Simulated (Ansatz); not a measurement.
Cs$_{2}$Pd$_{3}$Se$_{4}$:
```
CELL_PARAMETERS angstrom
      0.00000     5.57972     7.28120
      3.27672     0.00000     7.28120
      3.27672     5.57972     0.00000
ATOMIC_POSITIONS crystal
  Cs 0.65449 0.65449 0.34551
  Cs 0.34551 0.34551 0.65449
  Pd 0.00000 0.00000 0.00000
  Pd 0.50000 0.50000 0.00000
  Pd 0.00000 0.00000 0.50000
  Se 0.72135 0.05688 0.94312
  Se 0.27865 0.94312 0.05688
  Se 0.05688 0.72135 0.27865
  Se 0.94312 0.27865 0.72135
```

Relaxed with r²SCAN. Special points in fractions of this cell's reciprocal vectors: Γ (0.000, 0.000, 0.000); Y (0.500, 0.000, 0.500); T (1.000, 0.500, 0.500); Z (0.500, 0.500, 0.000); Σ0 (0.000, 0.387, 0.387); U0 (1.000, 0.613, 0.613); C0 (0.500, 0.214, 0.714); A0 (0.500, 0.786, 0.286); L (0.500, 0.500, 0.500).

Task: List the band energies nearest the valence-band maximum at these points for DFT-r²SCAN with spin–orbit coupling in the program Ansatz with PAW potentials.

Result: In eV from the valence-band maximum; about four levels below and three above (degenerate sets whole), none deeper than 8.9 eV; points with the same levels are listed once.

| k | below | above |
|---|---|---|
| Γ | -0.33 -0.33 -0.28 -0.28 | 1.79 1.79 1.92 1.92 |
| Y | -0.25 -0.25 -0.21 -0.21 | 1.56 1.56 1.82 1.82 |
| T | -0.29 -0.29 -0.03 -0.03 | 1.39 1.39 1.71 1.71 |
| Z | -0.40 -0.40 -0.27 -0.27 | 1.84 1.84 1.96 1.96 |
| Σ0 | -0.27 -0.27 -0.01 -0.01 | 1.43 1.43 1.73 1.73 |
| C0 | -0.39 -0.39 -0.09 -0.09 | 1.39 1.39 1.73 1.73 |
| L | -0.29 -0.29 -0.21 -0.21 | 1.50 1.50 1.57 1.57 |

Space group Fmmm. The first step of the workflow began from a Materials Project structure, measured or hypothetical; the Crystallography Open Database copy checked does not list it. Its standing as an ambient phase is unchecked. Symmetry was held in the r²SCAN relaxation; its stability against distortions is not shown here. No spin polarisation was allowed.

Potentials: the later of the program's two PAW sets.
